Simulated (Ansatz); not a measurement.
LuF3:
```
LuF3
1.0
    6.65779     0.00000     0.00000
   -3.32890     5.76582     0.00000
    0.00000     0.00000     6.84534
Lu F
6 18
Cartesian
  2.30928   0.00000   5.13400
  4.34851   0.00000   1.71133
 -1.15464   1.99990   5.13400
 -2.17426   3.76592   1.71133
  2.17426   3.76592   5.13400
  1.15464   1.99990   1.71133
  0.00000   0.00000   5.13400
  0.00000   0.00000   1.71133
  0.00000   3.84388   4.66943
  3.32890   1.92194   2.17591
  3.32890   1.92194   5.59858
  0.00000   3.84388   1.24676
  1.48470   1.76045   3.95766
  1.84419   4.00536   2.88767
  4.39084   0.40557   3.95766
 -1.06195   5.36025   2.88767
  4.11114   3.59980   3.95766
 -0.78225   2.16602   2.88767
  0.78225   2.16602   6.31034
  2.54665   3.59980   0.53500
 -1.84419   4.00536   6.31034
  5.17309   1.76045   0.53500
  1.06195   5.36025   6.31034
  2.26695   0.40557   0.53500
```

Plane-wave PAW r²SCAN (Ansatz code) gives a gap of 8.66 eV without spin–orbit coupling, maximum on the M–K line, 44 % of the way from M, minimum at Γ.

Q: What happens when spin–orbit coupling is switched on?

A: The gap decreases by 0.43 eV, to 8.23 eV; maximum at M, minimum at Γ.

Q: Give the electron effective mass with spin–orbit coupling.

A: 0.50 mₑ (isotropic).

Q: Give the hole effective mass with spin–orbit coupling.

A: 4.2, 12, 21 mₑ (principal values).

Space group P-3c1. The first step of the workflow began from a Materials Project structure, measured or hypothetical; the Crystallography Open Database copy checked does not list it. Its standing as an ambient phase is unchecked. The cell was relaxed with r²SCAN under the symmetry of its start; its stability against distortions is not shown here.

Potentials: the later of the program's two PAW sets.
